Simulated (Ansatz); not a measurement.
Pd:
```yaml
crystal:
  lattice:
    - [0.00000, 1.94473, 1.94473]
    - [1.94473, 0.00000, 1.94473]
    - [1.94473, 1.94473, 0.00000]
  atoms:
    - { symbol: Pd, position: [0.00000, 0.00000, 0.00000] }
```

Relaxed with PBE+D3(BJ). Special points in fractions of this cell's reciprocal vectors: Γ (0.000, 0.000, 0.000); X (0.500, 0.000, 0.500); U (0.625, 0.250, 0.625); K (0.375, 0.375, 0.750); L (0.500, 0.500, 0.500); W (0.500, 0.250, 0.750).

**Question.** List the band energies nearest the Fermi level at these points for PBE+D3(BJ) (plane waves, PAW; program Ansatz).

**Answer.** In eV from the Fermi level; about four levels below and three above (degenerate sets whole), none deeper than 8.9 eV; … stands for higher levels left out; points with the same levels are listed once.

| k | below | above |
|---|---|---|
| Γ | -7.17 -2.86 -2.86 -2.86 | … |
| X | -5.42 -5.13 -0.05 | 0.29 0.29 … |
| U | -4.17 -1.98 -0.96 -0.16 | … |
| L | -2.90 -2.90 -0.02 -0.02 | … |
| W | -4.35 -3.40 -3.40 -1.33 | 0.30 … |

Space group Fm-3m (fcc (Cu type)). The cell was relaxed with PBE+D3(BJ) under the symmetry of its start. The run is not spin-polarised. The pairwise dispersion correction was not fitted to metals. Spin–orbit coupling is left out wherever it is not named.

Potentials: the later of the program's two PAW sets.
